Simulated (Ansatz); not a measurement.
Data:

Nb (bcc, W type)

```yaml
crystal:
  lattice:
    - [-3.30962, 3.30962, 3.30962]
    - [0.00000, 0.00000, 3.30962]
    - [0.00000, 3.30962, 0.00000]
  atoms:
    - { symbol: Nb, position: [0.00000, 0.00000, 0.00000] }
    - { symbol: Nb, position: [0.50000, 0.00000, 0.00000] }
```

The atoms are displaced by Q × the pattern below (from a DFPT mode at H = (0.5, 0.5, 0.5), largest move 1; Q in Å), at fixed cell. It is one choice among 3 degenerate patterns. (q is in reciprocal vectors of the primitive cell; the cell shown is doubled to hold the pattern.)

```json
[
 {"atom": "Nb1", "x": "0.000", "y": "0.000", "z": "-1.000"},
 {"atom": "Nb2", "x": "0.000", "y": "0.000", "z": "1.000"}
]
```

These are PBE (plane waves to 420 eV, PAW, scalar-relativistic; Ansatz, an electronic-structure program) values and carry that method's errors. k mesh 20×20×20 (Γ-centred), Fermi-Dirac smearing 0.05 eV. E stands for the smeared free energy. With partly filled bands, energies and forces of such displacements shift with the k mesh and the smearing. Nb is run without spin polarisation. Nb was relaxed with its symmetry unable to fall. ΔE is measured from the undisplaced structure.

The scan covers Q from -0.100 to 0.100 Å in 13 points.

**Question.** Which space group does the distorted structure have?

**Answer.** P4/nmm (No. 129), lowered from Im-3m.

**Question.** Is this a single well or a double well?

**Answer.** A single well with its minimum at or next to zero displacement.

**Question.** What is the energy change at Q = 0.100 Å?

**Answer.** 154 meV/cell.

**Question.** What harmonic wavenumber does the curvature at Q = 0 give?

**Answer.** 211 cm⁻¹.

(For displaced atoms, the force is minus the slope of the energy, and its curvature is a force constant, which sets phonon frequencies.)
